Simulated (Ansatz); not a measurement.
Task: Each is relaxed and computed with plane-wave PAW r²SCAN (Ansatz code). Which is the only one with a gap?
(A) ZrB2, P6/mmm (Zr on 1a, B on 2d)
(B) BN, Pm-3n (B on 6c, N on 6d)
(C) BIr, P-6m2 (B on 1b, Ir on 1e)
(D) BAs, NiAs type

Result: B, BN, Pm-3n (B on 6c, N on 6d). BN: gap 4.76 eV (indirect); BIr: metal; BAs: metal; ZrB2: metal. Typed or built starts, not in the databases checked: BN, Pm-3n (B on 6c, N on 6d); BAs, NiAs type. Not the usual ambient phase: BN, Pm-3n (B on 6c, N on 6d); BAs, NiAs type. Standing as an ambient phase not checked: BIr, P-6m2 (B on 1b, Ir on 1e). All cells were relaxed under the symmetry of their starts (and spin orders); stability against distortions was not tested throughout. Rows with no word on spin ran without spin polarisation. Spin–orbit coupling is left out wherever it is not named.

Potentials: the later of the program's two PAW sets.
